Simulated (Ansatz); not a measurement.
Given:

B (diamond, space group No. 227), a = b = c = 4.031 Å, α = β = γ = 90.00°; the cell used has 2 atoms.

This is the PBEsol-relaxed structure.

**Question.** All from PBEsol (plane waves, PAW; program Ansatz), unless another level is named. Give the electronic character.

**Answer.** metallic (no gap).

**Question.** Predict the density of states at the Fermi level.

**Answer.** 0.43 states/eV per atom (mean over ±0.08 eV).

Space group Fd-3m (diamond). The start of the workflow was typed in or built on a structure type; neither database checked (COD, Materials Project) lists it. It is not the phase usual at ambient conditions (space group No. 166). The cell was relaxed with PBEsol under the symmetry of its start. At this level the phase is mechanically unstable.

Potentials: the earlier of the program's two PAW sets. The files were generated under PBE; for other functionals the program regenerates the frozen cores, and for LDA and PBEsol the local potential too.
